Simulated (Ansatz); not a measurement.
A geometry of Ta away from equilibrium: the start of the relaxation of a relaxed Ta cell, doubled along one cell vector, shaken by Gaussian noise of σ = 0.08 Å a coordinate. Level of theory: PBE (plane waves to 420 eV, PAW, scalar-relativistic; Ansatz, a quantum-chemistry and plane-wave program). Γ-centred k-mesh 14×14×7 on the run's cell (coarser than for final values), Fermi–Dirac smearing 0.05 eV.

```xyz
2
Lattice="-1.6599 1.6599 1.6599 1.6599 -1.6599 1.6599 3.3197 3.3197 -3.3197" Properties=species:S:1:pos:R:3 pbc="T T T"
Ta     0.0498    -0.0925    -0.0564
Ta     1.7700     1.6334    -1.5587
```

**Question.** Give the Cartesian forces on all atoms (eV/Å).

**Answer.** 
| atom | Fx | Fy | Fz |
|---|---|---|---|
| Ta1 | 0.47 | 0.49 | 1.10 |
| Ta2 | -0.47 | -0.49 | -1.10 |

**Question.** What is the pressure?

**Answer.** +1.0 GPa, compression positive.

No spin polarisation in the result.

The run could not lose the symmetry of its start.
